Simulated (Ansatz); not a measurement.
**One input, then a changed one: Cl (diamond type)**

First run: DFT, PBEsol, all-electron PAW with datasets made for the crystal, scalar-relativistic (Ansatz 0.2.0).

Command: `ansatz run input.yaml --threads 1 --pin off --max-ram 2048MiB --backend cpu --events-out ev --progress --plain --runs-dir out` It took 12 s on 1 thread of Arm Neoverse V1 (shared host), peak memory 0.48 GiB.

```yaml
crystal:
  lattice:
    - [0.0, 3.0184053684, 3.0184053684]
    - [3.0184053684, 0.0, 3.0184053684]
    - [3.0184053684, 3.0184053684, 0.0]
  atoms:
    - { symbol: Cl, position: [-0.2375, -0.0875, -0.0875] }
    - { symbol: Cl, position: [0.2375, 0.0875, 0.0875] }
kpoints:
  mp_grid: { grid: [9, 9, 9] }
scf:
  occupations: { method: fermi_dirac, width: 0.05 }
hamiltonian:
  xc: pbesol
  pseudopotentials: { kind: all_electron, datasets: crystal }
output:
  forces: true
  stress: true
  eigenvalues: true
  efg: { contact_densities: true }
```

The cell is a prototype at a set volume, not relaxed; it needn't be the stable phase.

This run: one bond, the shortest of the undistorted cell, set to 1.830 Å.

It converges in 8 SCF iterations at a pressure of 13.89 GPa, largest force 4.186 eV/Å.

The input is then changed:

```diff
 kpoints:
-  mp_grid: { grid: [9, 9, 9] }
+  mp_grid: { grid: [9, 9, 9], shift: [0.5, 0.5, 0.5] }
 scf:
-  occupations: { method: fermi_dirac, width: 0.05 }
+  occupations: { method: cold, width: 0.01 }
 hamiltonian:
```

Question: What does the second run give?

Answer: It converges in 8 SCF iterations at a pressure of 13.89 GPa, largest force 4.186 eV/Å, free energy 0.0 meV/atom against the first run's.
